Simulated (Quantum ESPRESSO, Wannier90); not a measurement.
Wannier functions of NaCl (rock salt)

Materials Project entry mp-22862; symmetrised, unrelaxed at this level. COD (Crystallography Open Database) has an entry of this formula and space group (matched by these alone). Level: PBE, no spin polarisation, no spin-orbit coupling; pw.x of Quantum ESPRESSO at 71 Ry with PseudoDojo potentials, 10×10×10 k-points, Wannier90. Density: 10×10×10 mesh, cold smearing 0.01 Ry.

The plane-wave run has 19 bands and 16 electrons a cell. On the energy scale of pw.x, whose zero is arbitrary, the valence-band maximum lies at 1.27 eV.

Isolated groups of bands, relative to the valence-band maximum (bands from 9 on overlap up to the last one computed):

```json
[
 {"bands": "1", "from (eV)": "-48.89", "to (eV)": "-48.89", "filling": "filled", "weight on atomic waves": "Na 2s 100 %"},
 {"bands": "2–4", "from (eV)": "-20.84", "to (eV)": "-20.80", "filling": "filled", "weight on atomic waves": "Na 2p 100 %"},
 {"bands": "5", "from (eV)": "-12.72", "to (eV)": "-12.29", "filling": "filled", "weight on atomic waves": "Cl 3s 93 %, Na 3s 6 %"},
 {"bands": "6–8", "from (eV)": "-2.00", "to (eV)": "0.00", "filling": "filled", "weight on atomic waves": "Cl 3p 96 %"}
]
```

Input w.win, without the blocks of cell, atoms and k-points (1000 lines):

```
num_bands = 19
num_wann = 8
num_iter = 800
conv_tol = 1.0e-6
conv_window = 4
dis_num_iter = 1000
dis_conv_tol = 1.0e-6
dis_froz_max = 7.99
write_hr = true
write_u_matrices = true
begin projections
Na: s;p
Cl: s;p
end projections
mp_grid = 10 10 10
```

### Question
This input has a fault. Which, and what does the program do?

### Answer
wannier90.x stops with:
```
dis_windows: More states in the frozen window than target WFs
```
At some k-point more bands lie below dis_froz_max than there are Wannier functions, and every frozen state has to fit into the subspace. Here the deep bands below band 5 or between the kept ones were not excluded and fill the window; only bands 5-19 belong to the model. Mended as below, all else unchanged, the run goes through (Ω_I = 11.4 Å²) and follows the plane-wave bands to 0.8 meV rms (states up to 6.2 eV relative to the valence-band maximum).
```
num_bands = 15
exclude_bands = 1-4
```
